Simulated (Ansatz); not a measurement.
Cd (hcp, Mg type), conventional cell a = b = 2.9621 Å, c = 5.8011 Å, α = β = 90.00°, γ = 120.00°. The calculation uses the primitive cell of 2 atoms, to which meshes and values per cell refer.

The volume is varied about the relaxed value V₀ at fixed cell shape. Symmetry pins the atoms to their sites.

Computed with r2SCAN (plane waves to 500 eV, PAW, scalar-relativistic; Ansatz, a program for electronic structure). k mesh 18×18×8 (Γ-centred), Fermi-Dirac smearing 0.05 eV. Energies are smeared free energies. Cd was relaxed with its symmetry unable to fall. The PAW data are Ansatz's earlier set. The zero of ΔE is the relaxed starting cell.

Question: Estimate the ΔE (eV/atom) for V/V₀ = 0.940, 0.970, 0.990, 1.020, 1.030, 1.060.

Answer: 
```csv
V/V₀,ΔE (eV/atom)
0.940,0.016
0.970,0.004
0.990,0.000
1.020,0.002
1.030,0.003
1.060,0.012
```

(A scan under strain: stresses follow from slopes of the energy per volume, elastic moduli from its curvatures.)
